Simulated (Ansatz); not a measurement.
Relaxed-ion elastic tensor of SrNbO3 (cubic perovskite, space group No. 221) in GPa (Voigt order), r²SCAN (plane waves, PAW; program Ansatz); density 5.77 g/cm³, 13.16 Å³ per atom.

|  | 1 | 2 | 3 | 4 | 5 | 6 |
|---|---|---|---|---|---|---|
| 1 | 374 | 97.2 | 97.2 | 0.0 | 0.0 | 0.0 |
| 2 | 97.2 | 374 | 97.2 | 0.0 | 0.0 | 0.0 |
| 3 | 97.2 | 97.2 | 374 | 0.0 | 0.0 | 0.0 |
| 4 | 0.0 | 0.0 | 0.0 | 66.7 | 0.0 | 0.0 |
| 5 | 0.0 | 0.0 | 0.0 | 0.0 | 66.7 | 0.0 |
| 6 | 0.0 | 0.0 | 0.0 | 0.0 | 0.0 | 66.7 |

**Question.** Is the crystal mechanically stable?

**Answer.** Yes: the smallest eigenvalue of C is 66.7 GPa.

**Question.** Work out the Voigt, Reuss and Hill averages.

**Answer.** K_V = 189, K_R = 189, K_H = 189; G_V = 95.3, G_R = 84.1, G_H = 89.7 GPa.

**Question.** Give Young's modulus, Poisson's ratio, Pugh's ratio and the universal anisotropy index.

**Answer.** E = 9KG/(3K + G) = 232 GPa; ν = 0.30; K/G = 2.11 (ductile by the Pugh limit of 1.75); A_U = 5G_V/G_R + K_V/K_R − 6 = 0.66.

**Question.** Estimate the sound speeds and the Debye temperature.

**Answer.** v_l = √((K + 4G/3)/ρ) = 7320 m/s, v_t = √(G/ρ) = 3940 m/s, mean 4400 m/s; Θ = (h/k)(3n/4πV)^(1/3) v_m = 555 K.

**Question.** Give the Zener ratio and Young's modulus along [100], [110] and [111].

**Answer.** A = 2C44/(C11 − C12) = 0.48; 1/E = S11 − 2(S11 − S12 − S44/2)Γ with Γ = 0, 1/4, 1/3 gives 334, 203, 179 GPa.

**Question.** Solve the Christoffel equation for the three sound speeds along [100], [110], [111].

**Answer.** Eigenvalues of C_ijkl n_j n_l equal ρv². In km/s, slowest first: [100] 3.40, 3.40, 8.05; [110] 3.40, 4.90, 7.24; [111] 4.45, 4.45, 6.95.

Space group Pm-3m (cubic perovskite). The workflow started from a Materials Project entry (that database holds measured and hypothetical structures alike); the Crystallography Open Database copy checked does not list it. COD files the formula under space group No. 62. Its standing as an ambient phase is unchecked. The r²SCAN relaxation kept the symmetry of its start; whether a distortion lowers the energy is not shown. No spin polarisation was allowed. With an odd number of electrons in the cell and no spin polarisation, the count alone makes it a metal. As this level gives no gap, shear constants depend on the k-mesh and smearing (Fermi–Dirac, 0.1 eV here).

Potentials: the later of the program's two PAW sets.
